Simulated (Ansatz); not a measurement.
BeS (wurtzite), relaxed with HSE06 (Ansatz, a program for electronic structure, plane waves, PAW): a = 3.4235 Å, b = 3.4235 Å, c = 5.6399 Å, α = 90.00°, β = 90.00°, γ = 120.00°.

| Quantity | Result |
|---|---|
| gap (eV) | 4.62 |
| B₀ by P(V) fit (GPa) | 98.7 |

Q: The same phase is relaxed and computed with PBE in the same code. What are the cell and these values now?

A: a = 3.4394 Å, b = 3.4394 Å, c = 5.6672 Å, α = 90.00°, β = 90.00°, γ = 120.00°.

* **gap (eV)**: 3.71
* **B₀ by P(V) fit (GPa)**: 92.6

Constructed cells (a structure type filled with these elements, in neither database checked): BeS, wurtzite. All cells were relaxed under the symmetry of their starts (and spin orders); stability against distortions was not tested throughout.

Potentials: the later of the program's two PAW sets.

Ansatz is a plane-wave DFT program.
